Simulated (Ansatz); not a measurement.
Ansatz 0.2.0, single run: Cs$_{2}$KCrTe$_{6}$

The input file (Ansatz 0.2.0, plane waves):

```yaml
crystal:
  lattice:
    - [0.0, 5.356276, 5.356276]
    - [5.356276, 0.0, 5.356276]
    - [5.356276, 5.356276, 0.0]
  atoms:
    - { symbol: K, position: [0.5, 0.5, 0.5] }
    - { symbol: Cr, position: [0.0, 0.0, 0.0] }
    - { symbol: Te, position: [0.785, 0.215, 0.215] }
    - { symbol: Te, position: [0.215, 0.785, 0.215] }
    - { symbol: Te, position: [0.215, 0.785, 0.785] }
    - { symbol: Te, position: [0.785, 0.215, 0.785] }
    - { symbol: Te, position: [0.215, 0.215, 0.785] }
    - { symbol: Te, position: [0.785, 0.785, 0.215] }
    - { symbol: Cs, position: [0.25, 0.25, 0.25] }
    - { symbol: Cs, position: [0.75, 0.75, 0.75] }
  symmetry: { tolerance: 0.0003 }
kpoints:
  mp_grid: { grid: [3, 3, 3], shift: [0, 0, 0] }
magnetization:
  spin_polarized: false
scf:
  occupations: { method: methfessel_paxton, width: 0.01 }
hamiltonian:
  pseudopotentials: { kind: paw }
  xc: lda
  hubbard: { sites: [{ species: Cr, l: d, u_eff: 4.0 }], double_counting: fll }
basis:
  ecutwfc: 420
output:
  forces: true
  stress: true
  eigenvalues: true
```

The command:

```bash
ansatz run input.yaml --threads 1 --pin off --max-ram 2560MiB --backend cpu --events-out ev --progress --plain --runs-dir out
```

Origin of the cell: a known structure type with other elements, at an estimated volume, so it need not be a known compound.

Output (shortened):

```
K: projections on atomic orbitals take those of the free atom [Ne] 3s2 3p6 4s1, of charge +0.00 (hamiltonian.pseudopotentials.projection_atoms); the dataset's partial waves leave at most 2.3e […]
Cr: projections on atomic orbitals take those of the free atom [Ne] 3s2 3p6 3d5 4s1, of charge +0.00 (hamiltonian.pseudopotentials.projection_atoms); the dataset's partial waves leave at most […]
Te: projections on atomic orbitals take those of the free atom [Kr] 4d10 5s2 5p4, of charge +0.00 (hamiltonian.pseudopotentials.projection_atoms); the dataset's partial waves leave at most 7. […]
Cs: projections on atomic orbitals take those of the free atom [Kr 4d10] 5s2 5p6 6s1, of charge +0.00 (hamiltonian.pseudopotentials.projection_atoms); the dataset's partial waves leave at mos […]
Pseudopotentials: kind: paw
Pseudopotential: K, paw, valence charge 9, recommended cutoff 420 eV (normal), K.paw.azcp
Pseudopotential: Cr, paw, valence charge 14, recommended cutoff 420 eV (normal), Cr.paw.azcp
Pseudopotential: Te, paw, valence charge 16, recommended cutoff 420 eV (normal), Te.paw.azcp
Pseudopotential: Cs, paw, valence charge 9, recommended cutoff 420 eV (normal), Cs.paw.azcp
Functional definition: SPW92
  exchange = slater_x
  correlation = pw_c
Crystal: 10 atoms, lattice volume = 307.340 Å³
Basis set: ecut = 420 eV, 5985 PW (Γ)
[… 16 lines left out …]
Initial density: superposition of atomic densities (chi_scale 0.1, normalization cell, long waves of neutral atoms under a Hubbard term (reshape's long-wave potential 0.00 eV rms, cloud 3.82 Å wide))
Functional: x = slater, c = lda
SCF iter   1: F=—  HF=-56790.248279 eV  Δρ=6.58e-2  dr2=2.44e1  defer=4
SCF iter   2: F=—  HF=-56795.730659 eV  S|Δr|=    0.00e0  Δρ=1.71e-1  dr2=1.22e2  defer=36  recentre
SCF iter   3: F=—  HF=-56788.425162 eV  S|Δr|=    0.00e0  Δρ=4.36e-2  dr2=1.06e1  defer=37
SCF iter   4: F=—  HF=-56787.636720 eV  S|Δr|=    0.00e0  Δρ=3.82e-2  dr2=7.35e0  defer=39
SCF iter   5: F=—  HF=-56787.293385 eV  S|Δr|=    0.00e0  Δρ=1.86e-2  dr2=1.84e0  defer=39
SCF iter   6: F=—  HF=-56787.118148 eV  S|Δr|=    0.00e0  Δρ=4.66e-2  dr2=1.11e1  defer=39  recentre
SCF iter   7: F=—  HF=-56786.983119 eV  S|Δr|=    0.00e0  Δρ=3.48e-2  dr2=5.93e0  defer=39
SCF iter   8: F=—  HF=-56786.874797 eV  S|Δr|=    0.00e0  Δρ=1.89e-2  dr2=1.69e0  defer=39
SCF iter   9: F=—  HF=-56786.818966 eV  S|Δr|=    0.00e0  Δρ=8.92e-3  dr2=3.91e-1  defer=39
SCF iter  10: F=—  HF=-56786.807996 eV  S|Δr|=    0.00e0  Δρ=2.24e-3  dr2=2.48e-2  defer=38
SCF iter  11: F=—  HF=-56786.807378 eV  S|Δr|=    0.00e0  Δρ=9.11e-5  dr2=3.65e-5  defer=38
SCF iter  12: F=—  HF=-56786.807359 eV  S|Δr|=    0.00e0  Δρ=2.31e-4  dr2=2.61e-4  defer=38
SCF iter  13: F=—  HF=-56786.807356 eV  S|Δr|=    0.00e0  Δρ=1.38e-4  dr2=8.62e-5  defer=38
SCF iter  14: F=—  HF=-56786.807354 eV  S|Δr|=    0.00e0  Δρ=1.43e-5  dr2=1.04e-6  defer=38
SCF iter  15: F=—  HF=-56786.807354 eV  S|Δr|=    0.00e0  Δρ=9.00e-6  dr2=3.58e-7  defer=38
SCF iter  16: F=-56786.807353 eV  HF=-56786.807354 eV  S|Δr|=    0.00e0  Δρ=1.84e-6  dr2=1.47e-8
SCF 1 converged in 16 iterations: F = -56786.807353 eV  dr2 = 1.47e-8
SCF converged after 16 iterations
Stability not checked: this state was not tested for a lower state beside it, because cold or Methfessel-Paxton smearing, or corrected tetrahedra, fill the levels in a way that the test cannot read (fill_not_monotonic; […]
Free energy (F): -56786.807353 eV
Harris-Foulkes:  -56786.807354 eV  (|F-HF|=1.34e-8)
Internal energy: -56786.805822 eV  (E = F + TS)
E sigma→0 (E₀):  -56786.806971 eV
Entropy (-TS):   -0.001531 eV (-0.153 meV/atom)
Fermi energy:    8.769871 eV
--- Per-component energies (eV) ---
  E_band       = -1931.333430
  E_kinetic    = 2007.002115
  E_local      = -13684.381014  (includes V_loc(G=0)·N_el)
  E_nonlocal   = -1654.975180
  E_hartree    = 7632.823731
  E_xc         = -1373.169447
  E_vxc        = -1240.404696  (∫ρ·V_xc dr)
  E_hubbard    = 4.895479  (on-site DFT+U / exact-exchange correction)
  E_vhub       = -1.641655  (the Hubbard potential's part of the band-sum identity)
  E_paw        = -38756.555979  (= ΣΔE_a)
  E_vpaw       = -2622.585990  (= ΣTr[D̂ρ^β])
  E_aug_tail   = -0.001069  (compensation charges beyond the density's cutoff)
  E_ewald      = -10967.680161
  E_core_change = 5.235704  (= ΣΔE_core)
  E_smearing   = -0.001531  (= −TS)
  Σ components = -56786.807353   (vs F -56786.807353, Δ=0.00e0)
--- Forces (eV/Å), atoms counted from 1 ---
  atom   1  K      0.000000    -0.000000     0.000000
  atom   2  Cr     0.000000    -0.000000     0.000000
  atom   3  Te     3.858531    -0.000000    -0.000000
  atom   4  Te     0.000000     3.858531     0.000000
  atom   5  Te    -3.858531     0.000000    -0.000000
  atom   6  Te     0.000000    -3.858531    -0.000000
  atom   7  Te     0.000000    -0.000000     3.858531
  atom   8  Te     0.000000    -0.000000    -3.858531
  atom   9  Cs     0.000000     0.000000     0.000000
  atom  10  Cs     0.000000    -0.000000    -0.000000
  max |Σ_I F_I| component: 2.22e-15 eV/Å
--- Stress (GPa, compression-positive) ---
       10.678731      -0.000000       0.000000
       -0.000000      10.678731       0.000000
        0.000000       0.000000      10.678731
  P = ⅓ Tr σ = 10.6787 GPa (106.787 kbar)
Occupation matrices written to <dir>
```

Caveats: no spin polarisation, so a magnetic state may lie lower; no spin-orbit coupling, though heavy elements are present; the k mesh is coarse if the cell is a metal.

The run took 12 s of wall time on 1 CPU thread(s) of a shared host, from the program's own first density.
